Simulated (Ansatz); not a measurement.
Consider the following.

TiN (rock salt)

```yaml
crystal:
  lattice:
    - [0.00000, 4.24674, 4.24674]
    - [2.12337, 0.00000, 2.12337]
    - [2.12337, 2.12337, 0.00000]
  atoms:
    - { symbol: N, position: [0.00000, 0.00000, 0.00000] }
    - { symbol: N, position: [0.50000, 0.00000, 0.00000] }
    - { symbol: Ti, position: [0.25000, 0.50000, 0.50000] }
    - { symbol: Ti, position: [0.75000, 0.50000, 0.50000] }
```

Scan: atom 4 (Ti, nearest neighbour N at 2.123 Å; its periodic images, 3.0 Å or more away, move with it) is displaced along Cartesian z, direction (0.000, 0.000, 1.000) in Cartesian axes, by s. The other atoms stay.

These are PBE (plane waves to 420 eV, PAW, scalar-relativistic; Ansatz, an electronic-structure program) values and carry that method's errors. k mesh 15×15×15 (Γ-centred), Fermi-Dirac smearing 0.05 eV. Energies are smeared free energies. Left out: 4 of 11 points, with atoms too close for the PAW data. With partly filled bands, energies and forces of such displacements shift with the k mesh and the smearing. The PAW data are Ansatz's earlier set. TiN is run without spin polarisation. TiN was relaxed with its symmetry unable to fall. ΔE is measured from the undisplaced structure.

The scan covers s from -0.384 to 0.384 Å in 7 points.

**Question.** Is the energy the same for equal positive and negative displacements?

**Answer.** Even: the same for both signs. With its periodic images moving along, the atom's site symmetry in this cell is -3m.

**Question.** What force acts on the atom along the line at s = -0.384 Å?

**Answer.** 6.87 eV/Å.

**Question.** What is the energy change at s = 0.384 Å?

**Answer.** 1005 meV/cell.

**Question.** What is the force constant k = d²E/ds² of this move at s = 0?

**Answer.** 9.05 eV/Å².

(A displaced cell: forces are minus the slopes of the energy, force constants its curvatures, and phonons follow from these.)
